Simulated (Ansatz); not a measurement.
# Kick test of a cell of ScAl3N4

The structure comes from a proposed guess, relaxed at this level; another structure or a mixture of phases may lie lower.

These are results of Ansatz 0.2.0, DFT PBE, scalar-relativistic, plane waves, PAW, not measurements. Plane waves to 420 eV, a k mesh through Γ of 12×12×4 on the computed 8-atom cell and Gaussian smearing (0.02 eV); no spin polarisation.

The cell below (8 atoms, space group P3m1 (No. 156)) is relaxed within its symmetry.

```
CELL_PARAMETERS angstrom
3.15832 0.00000 0.00000
-1.57916 2.73518 0.00000
0.00000 0.00000 10.31379
ATOMIC_POSITIONS crystal
Sc 0.33333 0.66667 0.16146
Al 0.66667 0.33333 0.42901
Al 0.66667 0.33333 0.91861
Al 0.33333 0.66667 0.67311
N 0.66667 0.33333 0.24838
N 0.66667 0.33333 0.73562
N 0.33333 0.66667 0.49074
N 0.00000 0.00000 0.98706
```

For the test it was strained at random (σ = 1.5 % a component), the atoms were moved at random (σ = 0.10 Å), and all was relaxed again on a coarse 6×6×2 mesh (in the run’s order of axes) with 0.10 eV smearing, with no symmetry imposed.

Question: Does it come back?

Answer: It returns, within 1 meV/atom of the unmoved cell on that mesh and with the same symmetry when read at 0.1 Å. No instability shows in this cell; modes of other wave vectors, which need another repeat, aren't tested.
